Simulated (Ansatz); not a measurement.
Relaxed AgCl (rock salt):

```
CELL_PARAMETERS angstrom
      0.00000     5.61150     5.61150
      2.80575     0.00000     2.80575
      2.80575     2.80575     0.00000
ATOMIC_POSITIONS crystal
  Cl 0.00000 0.00000 0.00000
  Cl 0.50000 0.00000 0.00000
  Ag 0.25000 0.50000 0.50000
  Ag 0.75000 0.50000 0.50000
```

In this cell atom 1 (Cl, nearest neighbour Ag at 2.806 Å; its periodic images, 4.0 Å or more away, move with it) is moved by s along Cartesian z, unit vector (0.000, 0.000, 1.000); all other atoms and the cell stay fixed.

The numbers are results of PBE (plane waves to 420 eV, PAW, scalar-relativistic; Ansatz, an electronic-structure program), not measurements. k mesh 4×8×8 (Γ-centred), Fermi-Dirac smearing 0.05 eV. Energies are smeared free energies. AgCl was relaxed with its symmetry unable to fall. The zero of ΔE is the undisplaced structure.

```tsv
s (Å)	ΔE (meV/cell)
-0.280	56.3
-0.224	33.1
-0.168	withheld
-0.112	7.3
-0.056	1.8
0.000	0.0
0.056	1.8
0.112	7.3
0.168	withheld
0.224	33.1
0.280	56.3
```

Problem. Fit an even polynomial form (powers 2, 4) to the given rows and predict ΔE at s = 0.168.

Solution. Least squares on the 9 given rows: ΔE = (556.1)·s² + (2066)·s⁴, in meV/cell with s in Å; root-mean-square residual 0.02 meV/cell. At 0.168 the fit gives 17.3 meV/cell; the calculation gives 17.4 meV/cell, so the interpolation is off by -0.1 (-0.6 %). The quadratic term alone would give 15.7 meV/cell.

(A displaced cell: forces are minus the slopes of the energy, force constants its curvatures, and phonons follow from these.)
